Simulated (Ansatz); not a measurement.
An Ansatz (a program for electronic structure) run. Input:

Ansatz 0.2 input:
```yaml
crystal:
  lattice:
    - [3.3053807405, 0.0, 0.0]
    - [0.0, 3.3053807405, 0.0]
    - [0.0, 0.0, 3.3053807405]
  atoms:
    - { symbol: In, position: [0.0, 0.0, 0.0] }
    - { symbol: Pd, position: [0.5, 0.5, 0.5] }
kpoints:
  mp_grid: { grid: [26, 26, 26] }
hamiltonian:
  xc: pbe
  pseudopotentials: { kind: paw }
scf:
  occupations: { method: fermi_dirac, width: 0.1 }
elastic: { mode: relaxed_ion, stencil: two_point, amplitude: 0.005, f_tol: 0.0005 }
```

Output (shortened):

```
Pseudopotential: In, paw, valence charge 13
Pseudopotential: Pd, paw, valence charge 18
Functional definition: PBE
Crystal: 2 atoms, lattice volume = 36.113 Å³
Basis set: ecut = 420 eV, 739 PW (Γ), exchange–correlation on 48×48×48 points (8 copies of the dense FFT grid, shifted against one another)
Bands: 20, of which v1, the nominal top of the filled ones, is band 16 counted from 1 (15 counted from 0)
Symmetry: 48 space group operations
Space group: Pm-3m (ITA 221), of the structure as read, at distance tolerance 3.3e-5 Å
k-points: 560 of 17576
SCF iter   1: F=—  HF=-12571.682828 eV  |F-HF|=—  |Δ(HF+E_count)|=         —  Δρ=1.45e-3  dr2=6.45e-4  ethr=1.77e-3  ⟨swp⟩=5.7  Hψ=49523  notcnv=0
preconditioner: auto → none
SCF iter   2: F=—  HF=-12571.683360 eV  |F-HF|=—  |Δ(HF+E_count)|=   5.32e-4  Δρ=9.28e-4  dr2=3.31e-4  ethr=2.08e-6  ⟨swp⟩=2.9  Hψ=23554  notcnv=0
SCF iter   3: F=—  HF=-12571.683357 eV  |F-HF|=—  |Δ(HF+E_count)|=   2.92e-6  Δρ=2.49e-4  dr2=1.26e-5  ethr=1.07e-6  ⟨swp⟩=2.1  Hψ=14719  notcnv=0
SCF iter   4: F=—  HF=-12571.683372 eV  |F-HF|=—  |Δ(HF+E_count)|=   1.48e-5  Δρ=4.34e-5  dr2=5.17e-7  ethr=4.05e-8  ⟨swp⟩=2.1  Hψ=19515  notcnv=0
SCF iter   5: F=—  HF=-12571.683371 eV  |F-HF|=—  |Δ(HF+E_count)|=   1.27e-6  Δρ=8.70e-6  dr2=6.12e-9  ethr=1.67e-9  ⟨swp⟩=2.0  Hψ=14109  notcnv=0
SCF iter   6: F=—  HF=-12571.683371 eV  |F-HF|=—  |Δ(HF+E_count)|=   7.27e-9  Δρ=1.53e-6  dr2=2.40e-10  ethr=1.97e-11  ⟨swp⟩=2.5  Hψ=18463  notcnv=0
SCF iter   7: F=—  HF=-12571.683371 eV  |F-HF|=—  |Δ(HF+E_count)|=  2.98e-10  Δρ=1.27e-7  dr2=4.82e-12  ethr=7.73e-13 (applied; sched 1.00e-12)  ⟨swp⟩=2.0  Hψ=16550  notcnv=0
SCF iter   8: F=—  HF=-12571.683371 eV  |F-HF|=—  |Δ(HF+E_count)|=  3.64e-12  Δρ=2.83e-8  dr2=2.61e-13  ethr=1.55e-14 (applied; sched 1.00e-12)  ⟨swp⟩=3.0  Hψ=19374  notcnv=0  defer=6
SCF iter   9: F=-12571.683371 eV  HF=-12571.683371 eV  |F-HF|=1.82e-12  |Δ(HF+E_count)|=  3.64e-12  Δρ=1.38e-8  dr2=3.19e-14  ethr=1.00e-12  ⟨swp⟩=4.1  Hψ=34870  notcnv=0
SCF 1 converged in 9 iterations: F = -12571.683371 eV  dr2 = 3.19e-14
Crystal: 2 atoms, lattice volume = 35.933 Å³
Symmetry: 16 space group operations
k-points: 1470 of 17576
iter 1 solved again at ethr=1.07e-6 eV; its pass at ethr=3.10e-3 eV (dr2=3.33e-4 eV) is discarded
SCF iter   1: F=—  HF=-12571.682936 eV  |F-HF|=—  |Δ(HF+E_count)|=         —  Δρ=7.76e-4  dr2=2.76e-4  ethr=1.07e-6  ⟨swp⟩=2.0  Hψ=152828  notcnv=0  defer=28
preconditioner: auto → none
SCF iter   2: F=—  HF=-12571.682887 eV  |F-HF|=—  |Δ(HF+E_count)|=   4.86e-5  Δρ=2.66e-4  dr2=1.89e-5  ethr=8.91e-7  ⟨swp⟩=2.1  Hψ=34057  notcnv=0  defer=28
SCF iter   3: F=—  HF=-12571.682896 eV  |F-HF|=—  |Δ(HF+E_count)|=   8.40e-6  Δρ=7.85e-5  dr2=2.16e-6  ethr=6.08e-8  ⟨swp⟩=2.2  Hψ=44980  notcnv=0  defer=28
SCF iter   4: F=—  HF=-12571.682897 eV  |F-HF|=—  |Δ(HF+E_count)|=   1.00e-6  Δρ=9.67e-6  dr2=1.31e-8  ethr=6.98e-9  ⟨swp⟩=2.0  Hψ=35365  notcnv=0  defer=28
SCF iter   5: F=—  HF=-12571.682897 eV  |F-HF|=—  |Δ(HF+E_count)|=   3.96e-9  Δρ=1.47e-6  dr2=4.61e-10  ethr=4.23e-11  ⟨swp⟩=2.1  Hψ=44819  notcnv=0  defer=28
SCF iter   6: F=—  HF=-12571.682897 eV  |F-HF|=—  |Δ(HF+E_count)|=  2.73e-11  Δρ=4.20e-7  dr2=2.49e-11  ethr=1.49e-12  ⟨swp⟩=2.2  Hψ=47802  notcnv=0  defer=28
SCF iter   7: F=—  HF=-12571.682897 eV  |F-HF|=—  |Δ(HF+E_count)|=  1.82e-12  Δρ=5.25e-8  dr2=4.36e-13  ethr=8.04e-14 (applied; sched 1.00e-12)  ⟨swp⟩=2.2  Hψ=49212  notcnv=0  defer=45
SCF iter   8: F=-12571.682897 eV  HF=-12571.682897 eV  |F-HF|=3.64e-12  |Δ(HF+E_count)|=    0.00e0  Δρ=9.93e-9  dr2=1.44e-14  ethr=1.00e-12  ⟨swp⟩=4.0  Hψ=91702  notcnv=0
SCF 2 converged in 8 iterations: F = -12571.682897 eV  dr2 = 1.44e-14
Crystal: 2 atoms, lattice volume = 36.294 Å³
iter 1 solved again at ethr=5.38e-10 eV; its pass at ethr=3.10e-3 eV (dr2=1.67e-7 eV) is discarded
SCF iter   1: F=—  HF=-12571.683070 eV  |F-HF|=—  |Δ(HF+E_count)|=         —  Δρ=1.42e-4  dr2=1.66e-7  ethr=5.38e-10  ⟨swp⟩=2.7  Hψ=154681  notcnv=0  defer=26
preconditioner: auto → none
SCF iter   2: F=—  HF=-12571.683105 eV  |F-HF|=—  |Δ(HF+E_count)|=   3.50e-5  Δρ=7.08e-5  dr2=4.05e-8  ethr=5.35e-10  ⟨swp⟩=1.0  Hψ=29355  notcnv=0  defer=26
SCF iter   3: F=—  HF=-12571.683111 eV  |F-HF|=—  |Δ(HF+E_count)|=   6.06e-6  Δρ=1.40e-6  dr2=3.37e-10  ethr=1.31e-10  ⟨swp⟩=1.0  Hψ=29358  notcnv=0  defer=26
SCF iter   4: F=—  HF=-12571.683111 eV  |F-HF|=—  |Δ(HF+E_count)|=  7.68e-10  Δρ=1.86e-7  dr2=6.89e-12  ethr=1.09e-12  ⟨swp⟩=2.0  Hψ=45946  notcnv=0  defer=26
SCF iter   5: F=—  HF=-12571.683111 eV  |F-HF|=—  |Δ(HF+E_count)|=  1.82e-11  Δρ=4.56e-8  dr2=2.40e-13  ethr=2.22e-14 (applied; sched 1.00e-12)  ⟨swp⟩=2.1  Hψ=43138  notcnv=0  defer=45
SCF iter   6: F=-12571.683111 eV  HF=-12571.683111 eV  |F-HF|=3.64e-12  |Δ(HF+E_count)|=    0.00e0  Δρ=8.64e-9  dr2=1.69e-14  ethr=1.00e-12  ⟨swp⟩=4.0  Hψ=90872  notcnv=0
SCF 3 converged in 6 iterations: F = -12571.683111 eV  dr2 = 1.69e-14
Crystal: 2 atoms, lattice volume = 36.113 Å³
Symmetry: 8 space group operations
k-points: 2562 of 17576
iter 1 solved again at ethr=1.56e-7 eV; its pass at ethr=3.10e-3 eV (dr2=4.85e-5 eV) is discarded
SCF iter   1: F=—  HF=-12571.683235 eV  |F-HF|=—  |Δ(HF+E_count)|=         —  Δρ=3.31e-4  dr2=1.10e-5  ethr=1.56e-7  ⟨swp⟩=2.0  Hψ=261872  notcnv=0  defer=41
preconditioner: auto → none
SCF iter   2: F=—  HF=-12571.683250 eV  |F-HF|=—  |Δ(HF+E_count)|=   1.50e-5  Δρ=1.47e-4  dr2=1.98e-6  ethr=3.56e-8  ⟨swp⟩=1.4  Hψ=63676  notcnv=0  defer=41
SCF iter   3: F=—  HF=-12571.683249 eV  |F-HF|=—  |Δ(HF+E_count)|=   8.25e-7  Δρ=1.26e-5  dr2=1.41e-8  ethr=6.40e-9  ⟨swp⟩=2.1  Hψ=76319  notcnv=0  defer=41
SCF iter   4: F=—  HF=-12571.683249 eV  |F-HF|=—  |Δ(HF+E_count)|=   6.32e-9  Δρ=1.54e-6  dr2=5.77e-10  ethr=4.56e-11  ⟨swp⟩=2.3  Hψ=82752  notcnv=0  defer=41
SCF iter   5: F=—  HF=-12571.683249 eV  |F-HF|=—  |Δ(HF+E_count)|=  1.09e-10  Δρ=4.29e-7  dr2=2.34e-11  ethr=1.86e-12  ⟨swp⟩=2.1  Hψ=74236  notcnv=0  defer=41
SCF iter   6: F=—  HF=-12571.683249 eV  |F-HF|=—  |Δ(HF+E_count)|=  1.46e-11  Δρ=5.10e-8  dr2=4.10e-13  ethr=7.55e-14 (applied; sched 1.00e-12)  ⟨swp⟩=2.0  Hψ=75027  notcnv=0  defer=75
SCF iter   7: F=-12571.683249 eV  HF=-12571.683249 eV  |F-HF|=5.46e-12  |Δ(HF+E_count)|=  3.64e-12  Δρ=1.10e-8  dr2=3.08e-14  ethr=1.00e-12  ⟨swp⟩=4.1  Hψ=159167  notcnv=0
SCF 4 converged in 7 iterations: F = -12571.683249 eV  dr2 = 3.08e-14
Crystal: 2 atoms, lattice volume = 36.113 Å³
iter 1 solved again at ethr=2.63e-10 eV; its pass at ethr=3.10e-3 eV (dr2=8.16e-8 eV) is discarded
SCF iter   1: F=—  HF=-12571.683222 eV  |F-HF|=—  |Δ(HF+E_count)|=         —  Δρ=9.49e-5  dr2=8.22e-8  ethr=2.63e-10  ⟨swp⟩=2.6  Hψ=265023  notcnv=0  defer=33
preconditioner: auto → none
SCF iter   2: F=—  HF=-12571.683246 eV  |F-HF|=—  |Δ(HF+E_count)|=   2.37e-5  Δρ=4.74e-5  dr2=1.90e-8  ethr=2.63e-10  ⟨swp⟩=1.0  Hψ=51165  notcnv=0  defer=33
SCF iter   3: F=—  HF=-12571.683249 eV  |F-HF|=—  |Δ(HF+E_count)|=   2.70e-6  Δρ=1.81e-6  dr2=4.06e-10  ethr=6.13e-11  ⟨swp⟩=1.0  Hψ=51194  notcnv=0  defer=33
SCF iter   4: F=—  HF=-12571.683249 eV  |F-HF|=—  |Δ(HF+E_count)|=   2.32e-9  Δρ=1.76e-7  dr2=6.49e-12  ethr=1.31e-12  ⟨swp⟩=2.0  Hψ=80757  notcnv=0  defer=33
SCF iter   5: F=—  HF=-12571.683249 eV  |F-HF|=—  |Δ(HF+E_count)|=  7.28e-12  Δρ=2.95e-8  dr2=1.67e-13  ethr=2.09e-14 (applied; sched 1.00e-12)  ⟨swp⟩=2.7  Hψ=79555  notcnv=0  defer=74
SCF iter   6: F=-12571.683249 eV  HF=-12571.683249 eV  |F-HF|=3.64e-12  |Δ(HF+E_count)|=    0.00e0  Δρ=5.68e-9  dr2=3.31e-15  ethr=1.00e-12  ⟨swp⟩=4.0  Hψ=157739  notcnv=0
SCF 5 converged in 6 iterations: F = -12571.683249 eV  dr2 = 3.31e-15
SCF converged after 9 iterations
Free energy (F): -12571.683371 eV
Harris-Foulkes:  -12571.683371 eV  (|F-HF|=1.82e-12)
Internal energy: -12571.658505 eV  (E = F + TS)
E sigma→0 (E₀):  -12571.670938 eV
Entropy (-TS):   -0.024866 eV (-12.433 meV/atom)
Fermi energy:    16.130467 eV
--- Per-component energies (eV) ---
  E_band       = -161.808658
  E_kinetic    = 759.256284
  E_local      = -2961.677214  (includes V_loc(G=0)·N_el)
  E_nonlocal   = 585.159260
  E_hartree    = 1201.601854
  E_xc         = -384.377420
  E_vxc        = -311.623535  (∫ρ·V_xc dr)
  E_paw        = -7907.267856  (= ΣΔE_a)
  E_vpaw       = -636.127378  (= ΣTr[D̂ρ^β])
  E_aug_tail   = 0.000228  (compensation charges beyond the density's cutoff)
  E_ewald      = -3864.353641
  E_smearing   = -0.024866  (= −TS)
  E_closure    =  0.000000  (closes the sum)
  Σ components = -12571.683371   (vs F -12571.683371, Δ=0.00e0)
  [band-id]    e_kinetic+e_local+e_nonlocal+2·e_hartree+e_vxc+e_vpaw+e_augmentation_tail = -161.808647   (vs E_band -161.808658, Δ=1.08e-5)
--- Forces (eV/Å), atoms counted from 1 ---
  atom   1  In     0.00000000     0.00000000     0.00000000
  atom   2  Pd     0.00000000     0.00000000     0.00000000
  max |Σ_I F_I| component: 0.0 eV/Å
--- Stress (GPa, compression-positive) ---
        0.090071       0.000000       0.000000
        0.000000       0.090071       0.000000
        0.000000       0.000000       0.090071
  P = ⅓ Tr σ = 0.0901 GPa (0.901 kbar)
--- Band table (eV; the first three rows and the last of 560) ---
  k-point 0: bands = ["-68.3466", "-34.0923", "-34.0923", "-34.0923", "1.2203", "1.2203", "1.5943", "1.5943", "1.5943", "6.2891", "12.4216", "12.4216", "13.8879", "13.8879", "13.8879", "20.2759", "20.2759", "20.2759", "25.1224", "26.4712"]
  k-point 1: bands = ["-68.3466", "-34.0927", "-34.0923", "-34.0923", "1.2211", "1.2251", "1.5929", "1.5929", "1.5947", "6.3120", "12.4220", "12.4259", "13.8707", "13.8707", "13.8870", "20.0883", "20.3217", "20.3217", "25.2326", "26.4639"]
  k-point 2: bands = ["-68.3465", "-34.0939", "-34.0922", "-34.0922", "1.2232", "1.2390", "1.5887", "1.5887", "1.5960", "6.3808", "12.4233", "12.4375", "13.8210", "13.8210", "13.8843", "19.6017", "20.4573", "20.4573", "25.4377", "26.4423"]
  k-point 559: bands = ["-68.3428", "-34.1152", "-34.1152", "-34.1152", "1.3460", "1.3460", "1.3460", "1.7885", "1.7885", "11.4211", "11.4211", "11.4211", "14.4751", "14.4751", "15.9050", "19.8569", "19.8569", "19.8569", "20.3776", "20.3776"]
--- Elastic constants: 2 strain directions × 2 members + reference (group order 48) ---
  dense FFT box of the reference and of every strained cell: 24×24×24
  strains applied: 11, 23; error gains: componentwise 1.00 (the most a stress slope's error grows in a printed constant), spectral 1.73 (1 for all six strains …
  C = ∂σ_k/∂η_j (tension-positive GPa; Voigt order 11 22 33 23 13 12):
       130.205    100.864    100.864      0.000      0.000      0.000
       100.864    130.205    100.864      0.000      0.000      0.000
       100.864    100.864    130.205      0.000      0.000      0.000
         0.000      0.000      0.000     43.252      0.000      0.000
         0.000      0.000      0.000      0.000     43.252      0.000
         0.000      0.000      0.000      0.000      0.000     43.252
  reference stress σ⁰ (GPa):     -0.090     -0.090     -0.090      0.000      0.000      0.000
  C* (energy form; C + prestress term) asymmetry max|C*_kj − C*_jk| = 2.842e-14 GPa — a small one proves nothing (zero by symmetry where the batch's group is …
  moduli (Voigt/Reuss/Hill, GPa): K = 110.64/110.64/110.64   G = 31.82/24.31/28.06   E = 77.63   ν = 0.383
  mechanically stable: yes (min eigenvalue of sym C = 29.34 GPa)
  where every solve meets its electron count the energy-path curvature estimates C_jj along a normal strain and C_jj − ¼(σ⁰_aa + σ⁰_bb) along a shear (ab), of …
  strain η (Voigt 11):  stress-route row diagonal C_11 = 130.20 GPa, energy-path curvature d²(F+E_count+ΔE)/dδ²/Ω₀ = 130.18 GPa
         δ    σ_11 (GPa)             F (eV)   n_scf  n_hpsi   n_pw
    -5.000e-3      -0.7536      -12571.6828967       8  528455    739   relax 0 steps, max|allowed force component| 0.0 eV/Å
     5.000e-3       0.5485      -12571.6831114       6  420990    739   relax 0 steps, max|allowed force component| 0.0 eV/Å
  strain η (Voigt 23):  stress-route row diagonal C_44 = 43.25 GPa, energy-path curvature d²(F+E_count+ΔE)/dδ²/Ω₀ = 43.28 GPa
         δ    σ_23 (GPa)             F (eV)   n_scf  n_hpsi   n_pw
    -5.000e-3      -0.2163      -12571.6832489       7  841387    739   relax 0 steps, max|allowed force component| 0.0 eV/Å
     5.000e-3       0.2163      -12571.6832489       6  733685    739   relax 0 steps, max|allowed force component| 0.0 eV/Å
```

Cost: about 5 core-minutes (a rough figure) on shared cores.

Symmetry was held in the PBE relaxation; of distortions, only those at the zone centre were tested. No spin polarisation was allowed. As this level gives no gap, shear constants depend on the k-mesh and smearing (Fermi–Dirac, 0.1 eV here). Spin–orbit coupling is left out wherever it is not named.

Potentials: the later of the program's two PAW sets.

Ansatz is a plane-wave DFT program.
